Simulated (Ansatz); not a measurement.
YAu (CsCl type, space group No. 221) under volume change, plane-wave PAW LDA (Ansatz code), scaled uniformly.

```
V (Å³/atom)  E − E(relaxed) (meV/atom)  P (GPa)
-----------  -------------------------  -------
19.749                            68.3    12.18
20.400                             ___      ___
21.051                             ___      ___
21.702                             0.0     0.00
22.354                             6.1    -2.92
23.005                            23.1    -5.40
23.656                            49.5    -7.50
```

Complete the blanks.


- 21.051, E − E(relaxed) (meV/atom): 6.8
- 21.051, P (GPa): 3.43
- 20.400, E − E(relaxed) (meV/atom): 28.7
- 20.400, P (GPa): 7.46

What does a third-order Birch–Murnaghan fit give for V₀, B₀ and B′?

V₀ = 21.70 Å³/atom, B₀ = 105 GPa, B′ = 4.4.

Space group Pm-3m (CsCl type). The workflow started from a Materials Project entry (that database holds measured and hypothetical structures alike); the Crystallography Open Database files this formula in space group No. 221, but the cells were not matched. Its standing as an ambient phase is unchecked. The cell was relaxed with LDA under the symmetry of its start; its stability against distortions is not shown here. No spin polarisation was allowed. Spin–orbit coupling is left out wherever it is not named.

Potentials: the later of the program's two PAW sets.
